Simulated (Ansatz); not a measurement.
## ZnCu (Pm-3m): elastic constants by finite strains

Level of theory: PBEsol, PAW on Ansatz 0.2.0's default frozen-core files (fitted under PBE), scalar-relativistic.

Cell and atoms were relaxed beforehand by PAW with this functional.

Launched as:

```sh
ansatz run input.yaml --threads 1 --pin off --max-ram 2048MiB --backend cpu --events-out ev --progress --plain --runs-dir out
```

Input file:

```yaml
crystal:
  lattice:
    - [2.90790086366, 0.0, 0.0]
    - [0.0, 2.90790086366, 0.0]
    - [0.0, 0.0, 2.90790086366]
  atoms:
    - { symbol: Zn, position: [0.5, 0.5, 0.5] }
    - { symbol: Cu, position: [0.0, 0.0, 0.0] }
kpoints:
  mp_grid: { grid: [14, 14, 14] }
scf:
  occupations: { method: fermi_dirac, width: 0.05 }
hamiltonian:
  xc: pbesol
  pseudopotentials: { kind: paw }
elastic:
  mode: relaxed_ion
  stencil: four_point
  amplitude: 0.003
```

Output:

```
Warning: RAYON_NUM_THREADS=1 ignored (pool sized by the plan → 1); use --threads N
Engine: ansatz 0.2.0, aarch64-unknown-linux-gnu
Pseudopotentials: kind: paw
Pseudopotential: Zn, paw, valence charge 12, recommended cutoff 420 eV (normal), Zn.paw.azcp
Pseudopotential: Cu, paw, valence charge 19, recommended cutoff 420 eV (normal), Cu.paw.azcp
Functional definition: PBEsol
  exchange = pbesol_x
  correlation = pbesol_c
Crystal: 2 atoms, lattice volume = 24.589 Å³
Basis set: ecut = 420 eV, 461 PW (Γ), exchange–correlation on 40×40×40 points (8 copies of the dense FFT grid, shifted against one another)
Bands: 20, of which v1, the nominal top of the filled ones, is band 16 counted from 1 (15 counted from 0)
Symmetry: 48 space group operations
Space group: Pm-3m (ITA 221), of the structure as read, at distance tolerance 2.9e-5 Å
k-points: 120 of 2744
Non-local potential: Zn, projectors of the file, l = 0: 2, l = 1: 2, l = 2: 3, l = 3: 1
Non-local potential: Cu, projectors of the file, l = 0: 3, l = 1: 2, l = 2: 3, l = 3: 1
PAW form: soft (Blöchl's): semilocal exchange-correlation on the pseudo side does not see the compensation charge
PAW frozen core: Zn, regenerated for the run's functional, and the local potential with it (the file was generated under x = pbe(κ = 0.804, μ = 0.2195149727645171), c = pbe(β = 0.06672455060314922))
PAW frozen core: Cu, regenerated for the run's functional, and the local potential with it (the file was generated under x = pbe(κ = 0.804, μ = 0.2195149727645171), c = pbe(β = 0.06672455060314922))
PAW one-centre angular grid: Zn, 590 points (default); XC on 64 Gauss nodes
PAW one-centre angular grid: Cu, 590 points (default); XC on 64 Gauss nodes
Initial density: superposition of atomic densities (neutral atoms: chi_scale 0, normalization atom), corrected by the library's trained network
Initial wavefunctions: pseudopotential atomic-orbital guess
Functional: x = pbesol(κ = 0.804, μ = 0.12345679012345678), c = pbesol(β = 0.046)
SCF iter   1: F=—  HF=-9869.893454 eV  |F-HF|=—  |Δ(HF+E_count)|=         —  Δρ=1.37e-2  dr2=2.45e-2  ethr=1.77e-3  ⟨swp⟩=5.6  Hψ=10303  notcnv=0
preconditioner: auto → none  [insulator: Δε(μ)=0.151 eV  Ē_g=12.979 eV  σ=0.050 eV  W_gap=0.51  n_scr=6 (ndim 8)  ℏωp=35.9 eV  f_vac=0.000  D(μ)=0.32/eV (n_scr^D=0)  ε∞_Penn≈8.7]
SCF iter   2: F=—  HF=-9869.888401 eV  |F-HF|=—  |Δ(HF+E_count)|=   5.05e-3  Δρ=1.13e-3  dr2=2.06e-4  ethr=7.91e-5  ⟨swp⟩=2.5  Hψ=5193  notcnv=0  defer=36
SCF iter   3: F=—  HF=-9869.888215 eV  |F-HF|=—  |Δ(HF+E_count)|=   1.86e-4  Δρ=7.98e-4  dr2=6.64e-5  ethr=6.66e-7  ⟨swp⟩=2.0  Hψ=4217  notcnv=0  defer=36
SCF iter   4: F=—  HF=-9869.888238 eV  |F-HF|=—  |Δ(HF+E_count)|=   2.26e-5  Δρ=3.88e-4  dr2=2.20e-5  ethr=2.14e-7  ⟨swp⟩=2.5  Hψ=3609  notcnv=0  defer=36
SCF iter   5: F=—  HF=-9869.888219 eV  |F-HF|=—  |Δ(HF+E_count)|=   1.86e-5  Δρ=3.03e-5  dr2=1.81e-7  ethr=7.10e-8  ⟨swp⟩=2.0  Hψ=3526  notcnv=0  defer=36
SCF iter   6: F=—  HF=-9869.888222 eV  |F-HF|=—  |Δ(HF+E_count)|=   2.15e-6  Δρ=3.37e-6  dr2=2.07e-9  ethr=5.85e-10  ⟨swp⟩=2.1  Hψ=3660  notcnv=0  defer=36
[... 79 lines left out ...]
SCF iter   3: F=—  HF=-9869.888139 eV  |F-HF|=—  |Δ(HF+E_count)|=   2.41e-7  Δρ=2.07e-7  dr2=5.64e-12  ethr=1.00e-12  ⟨swp⟩=2.0  Hψ=14172  notcnv=0  defer=55
SCF iter   4: F=—  HF=-9869.888139 eV  |F-HF|=—  |Δ(HF+E_count)|=  3.64e-12  Δρ=6.22e-8  dr2=4.14e-13  ethr=1.00e-12  ⟨swp⟩=5.1  Hψ=38169  notcnv=0
SCF iter   5: F=-9869.888139 eV  HF=-9869.888139 eV  |F-HF|=0.00e0  |Δ(HF+E_count)|=    0.00e0  Δρ=2.22e-8  dr2=3.92e-14  ethr=1.00e-12  ⟨swp⟩=4.3  Hψ=30408  notcnv=0
SCF 9 converged in 5 iterations: F = -9869.888139 eV  dr2 = 3.92e-14
SCF converged after 9 iterations
Free energy (F): -9869.888222 eV
Harris-Foulkes:  -9869.888222 eV  (|F-HF|=1.82e-12)
Internal energy: -9869.885478 eV  (E = F + TS)
E sigma→0 (E₀):  -9869.886850 eV
Entropy (-TS):   -0.002743 eV (-1.372 meV/atom)
Fermi energy:    15.059832 eV
--- Per-component energies (eV) ---
  E_band       = -302.372846
  E_kinetic    = 432.887422
  E_local      = -5699.296286  (includes V_loc(G=0)·N_el)
  E_nonlocal   = 1003.649338
  E_hartree    = 2485.615713
  E_xc         = -226.429788
  E_vxc        = -170.138543  (∫ρ·V_xc dr)
  E_paw        = -3414.271096  (= ΣΔE_a)
  E_vpaw       = -840.706041  (= ΣTr[D̂ρ^β])
  E_aug_tail   = -0.000162  (compensation charges beyond the density's cutoff)
  E_ewald      = -4453.044176
  E_core_change = 1.003557  (= ΣΔE_core)
  E_smearing   = -0.002743  (= −TS)
  E_closure    = -0.000000  (closes the sum)
  Σ components = -9869.888222   (vs F -9869.888222, Δ=0.00e0)
--- Forces (eV/Å), atoms counted from 1 ---
  atom   1  Zn     0.00000000    -0.00000000    -0.00000000
  atom   2  Cu    -0.00000000     0.00000000    -0.00000000
  max |Σ_I F_I| component: 1.41e-29 eV/Å
--- Stress (GPa, compression-positive) ---
        0.017526       0.000000      -0.000000
        0.000000       0.017526       0.000000
        0.000000       0.000000       0.017526
  P = ⅓ Tr σ = 0.0175 GPa (0.175 kbar)
--- Elastic constants: 2 strain directions × 4 members + reference (group order 48) ---
  dense FFT box of the reference and of every strained cell: 20×20×20
  strains applied: 11, 23; error gains: componentwise 1.00 (the most a stress slope's error grows in a printed constant), spectral 1.73 (1 for all six strains in a standard setting)
  C = ∂σ_k/∂η_j (tension-positive GPa; Voigt order 11 22 33 23 13 12):
       182.705    115.115    115.115     -0.000     -0.000     -0.000
       115.115    182.705    115.115     -0.000     -0.000     -0.000
       115.115    115.115    182.705     -0.000     -0.000     -0.000
        -0.000     -0.000     -0.000    108.050      0.000      0.000
         0.000      0.000     -0.000     -0.000    108.050      0.000
         0.000     -0.000      0.000      0.000      0.000    108.050
  reference stress σ⁰ (GPa):     -0.018     -0.018     -0.018     -0.000      0.000     -0.000
  C* (energy form; C + prestress term) asymmetry max|C*_kj − C*_jk| = 7.105e-14 GPa — a small one proves nothing (zero by symmetry where the batch's group is 432, −43m or m−3m); a large one is finite-difference/SCF noise where ...
  moduli (Voigt/Reuss/Hill, GPa): K = 137.64/137.64/137.64   G = 78.35/57.51/67.93   E = 175.00   ν = 0.288
  mechanically stable: yes (min eigenvalue of sym C = 67.59 GPa)
  strain η (Voigt 11):  stress-route row diagonal C_11 = 182.71 GPa, energy-path curvature d²(F+E_count+ΔE)/dδ²/Ω₀ = 182.65 GPa
    cells at ±δ against ±2δ: C11 182.30 and 181.09 GPa, apart by 0.66 % of the column's largest entry
         δ    σ_11 (GPa)             F (eV)   n_scf  n_hpsi   n_pw
    -6.000e-3      -1.1250       -9869.8876858       9  122911    500   relax 0 steps, max|allowed force component| 6.61e-30 eV/Å
    -3.000e-3      -0.5696       -9869.8880743       5   94981    500   relax 0 steps, max|allowed force component| 9.95e-29 eV/Å
     3.000e-3       0.5242       -9869.8881017       5  105472    500   relax 0 steps, max|allowed force component| 1.00e-28 eV/Å
     6.000e-3       1.0481       -9869.8877372       7  110109    500   relax 0 steps, max|allowed force component| 4.83e-30 eV/Å
  strain η (Voigt 23):  stress-route row diagonal C_44 = 108.05 GPa, energy-path curvature d²(F+E_count+ΔE)/dδ²/Ω₀ = 108.49 GPa
    cells at ±δ against ±2δ: C44 108.09 and 108.19 GPa, apart by 0.10 % of the column's largest entry
         δ    σ_23 (GPa)             F (eV)   n_scf  n_hpsi   n_pw
    -6.000e-3      -0.6492       -9869.8879107       8  196509    500   relax 0 steps, max|allowed force component| 6.31e-30 eV/Å
    -3.000e-3      -0.3243       -9869.8881395       5  170630    500   relax 0 steps, max|allowed force component| 3.35e-30 eV/Å
     3.000e-3       0.3243       -9869.8881395       5  168780    500   relax 0 steps, max|allowed force component| 3.35e-30 eV/Å
     6.000e-3       0.6492       -9869.8879107       6  133112    500   relax 0 steps, max|allowed force component| 1.34e-29 eV/Å
```

The run converged.

**Strained cells**

Elastic constants of a crystal by Kohn-Sham DFT: slopes of the stress over finite engineering strains of the given cell, Voigt indices, Cartesian axes as in the input; stress of each strained cell less that at rest, tension positive.

```tsv
strain component	strain	stress xx (GPa)	stress yy (GPa)	stress zz (GPa)	stress yz (GPa)	stress xz (GPa)	stress xy (GPa)	relaxation steps
xx	-0.006	-1.107	-0.7082	-0.7082	0	0	0	0
xx	-0.003	-0.5521	-0.3495	-0.3495	0	0	0	0
xx	0.003	0.5417	0.3421	0.3421	0	0	0	0
xx	0.006	1.066	0.6812	0.6812	0	0	0	0
yz	-0.006	-0.0079	-0.0058	-0.0058	-0.6492	0	0	0
yz	-0.003	-0.0022	-0.0016	-0.0016	-0.3243	0	0	0
yz	0.003	-0.0022	-0.0016	-0.0016	0.3243	0	0	0
yz	0.006	-0.0079	-0.0058	-0.0058	0.6492	0	0	0
```

**Elastic moduli**

Hill averages of a grain aggregate, Debye temperature from the mean sound speed over directions.

| Property | Result |
| --- | --- |
| Bulk modulus | 137.6 GPa |
| Shear modulus | 67.93 GPa |
| Young modulus | 175 GPa |
| Poisson ratio | 0.2881 |
| Bulk over shear modulus | 2.026 |
| Elastic anisotropy index | 1.812 |
| Least young modulus | 93.72 GPa |
| Largest young modulus | 256.9 GPa |
| Longitudinal sound speed | 5120 m/s |
| Transverse sound speed | 2793 m/s |
| Elastic debye temperature | 392.3 K |
| Linear compressibility (x, y, z) | 2.422, 2.422, 2.422 1/TPa |
| Zener ratio | 3.197 |
| Cauchy pressure | 7.06 GPa |

### Elastic constants

| Quantity | Value |
| --- | --- |
| Pressure at rest | 0.018 GPa |
| Least elastic eigenvalue | 67.59 GPa |
| Elastically stable | yes |

```csv
index,elastic (GPa)
11,182.7
12,115.1
44,108
```

Keep in mind: frozen-core PAW files fitted under PBE, their cores solved anew for the functional of the run; responses of metals move with mesh and smearing.

Cost: 88 s on 1 thread of Arm Neoverse V1 (shared host), peak memory 0.49 GiB.
